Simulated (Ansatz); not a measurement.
A geometry of Ga₂O₃ away from equilibrium: step 14 of the relaxation of a relaxed Ga2O3 cell, doubled along one cell vector, shaken by Gaussian noise of σ = 0.08 Å a coordinate. Method: r2SCAN (plane waves to 500 eV, PAW, scalar-relativistic; Ansatz, a program for electronic structure). Γ-centred k-mesh 6×3×6 on the run's cell (coarser than for final values), Fermi–Dirac smearing 0.05 eV.

```yaml
crystal:
  lattice:
    - [2.42788, 0.99156, 2.35879]
    - [-4.34041, 2.00874, 4.19159]
    - [0.13993, -3.74422, 3.22875]
  atoms:
    - { symbol: O, position: [0.16981, 0.39531, 0.48484] }
    - { symbol: O, position: [0.16979, 0.89531, 0.48486] }
    - { symbol: O, position: [0.46057, 0.10078, 0.84480] }
    - { symbol: O, position: [0.46056, 0.60076, 0.84481] }
    - { symbol: O, position: [0.79601, 0.25634, 0.15705] }
    - { symbol: O, position: [0.79599, 0.75635, 0.15704] }
    - { symbol: Ga, position: [0.26669, 0.15848, 0.25712] }
    - { symbol: Ga, position: [0.26667, 0.65848, 0.25711] }
    - { symbol: Ga, position: [0.75240, 0.35270, 0.78551] }
    - { symbol: Ga, position: [0.75232, 0.85270, 0.78549] }
```

### Question
Which atoms carry the largest force, and which way does it point?

### Answer
0.02 eV/Å, on Ga9, Ga10 (atoms numbered as listed); on Ga9 its components are (-0.01, 0.02, -0.01).

### Question
What is the pressure?

### Answer
+2.9 GPa, compression positive.

### Question
How far above the relaxed end point is this geometry?

### Answer
0.11 eV/atom; the path ends in P1 (No. 1).

No spin polarisation in the result.

The end of the path is a generated cell of Ga2O3: the first start was made by placing the elements on the sites of a structure type, and the end was not matched to a known phase here, so it may be hypothetical. Known forms of Ga2O3 include space group No. 12, 167.
